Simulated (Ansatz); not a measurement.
GaN (zincblende type), DFT, PBE, norm-conserving pseudopotentials, Ansatz's default files, scalar-relativistic (Ansatz 0.2.0), on 1 thread of Arm Neoverse V1 (shared host).

Command: `ansatz run input.yaml --threads 1 --pin off --max-ram 2048MiB --backend cpu --events-out ev --progress --plain --runs-dir out`

```yaml
crystal:
  lattice:
    - [0.0, 2.2742483027, 2.2742483027]
    - [2.2742483027, 0.0, 2.2742483027]
    - [2.2742483027, 2.2742483027, 0.0]
  atoms:
    - { symbol: Ga, position: [0.0, 0.0, 0.0] }
    - { symbol: "N", position: [0.25, 0.25, 0.25] }
kpoints:
  mp_grid: { grid: [17, 17, 17] }
scf:
  occupations: { method: fermi_dirac, width: 0.05 }
hamiltonian:
  xc: pbe
  pseudopotentials: { kind: nc }
output:
  forces: true
  stress: true
  eigenvalues: true
```

(1) How large is the problem that the program sets up?

(2) About how long does it take?

## Answers

(1) 165 irreducible k-points, 2277 plane waves at Γ, 13 bands.

(2) 23 s of wall time for 7 SCF iterations. Times on shared machines scatter by tens of per cent.
